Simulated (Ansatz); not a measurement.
Here is the system:

ScPd$_{3}$:
```cif
data_Pd3Sc
_chemical_formula_sum 'Pd3 Sc1'
_space_group_name_H-M_alt 'P 1'
_space_group_IT_number 1
_cell_length_a 4.88788
_cell_length_b 4.88788
_cell_length_c 4.88788
_cell_angle_alpha 130.919
_cell_angle_beta 130.919
_cell_angle_gamma 71.942
loop_
_space_group_symop_operation_xyz
  'x, y, z'
loop_
_atom_site_label
_atom_site_type_symbol
_atom_site_fract_x
_atom_site_fract_y
_atom_site_fract_z
_atom_site_occupancy
Pd1 Pd 0.50000 0.50000 0.00000 1
Pd2 Pd 0.75000 0.25000 0.50000 1
Pd3 Pd 0.25000 0.75000 0.50000 1
Sc1 Sc 0.00000 0.00000 0.00000 1
```

This is the PBE-relaxed structure.

Question: All from PBE in the plane-wave PAW code Ansatz, unless another level is named. Give the formation energy from the elements (no fitted shifts).

Answer: -0.76 eV/atom.

Question: And the density of states at the Fermi level?

Answer: 0.91 states/eV per atom (mean over ±0.08 eV).

Space group I4/mmm. The cell is a constructed one: a structure type filled with these elements; neither database checked (COD, Materials Project) lists it. COD files the formula under space group No. 221, so this cell is another polymorph or a model. Its standing as an ambient phase is unchecked. The cell was relaxed with PBE under the symmetry of its start; whether a distortion lowers the energy is not shown. The run is not spin-polarised. The references are the lowest solids computed at this level, not always the standard phases. Spin–orbit coupling is left out wherever it is not named.

Potentials: the earlier of the program's two PAW sets.
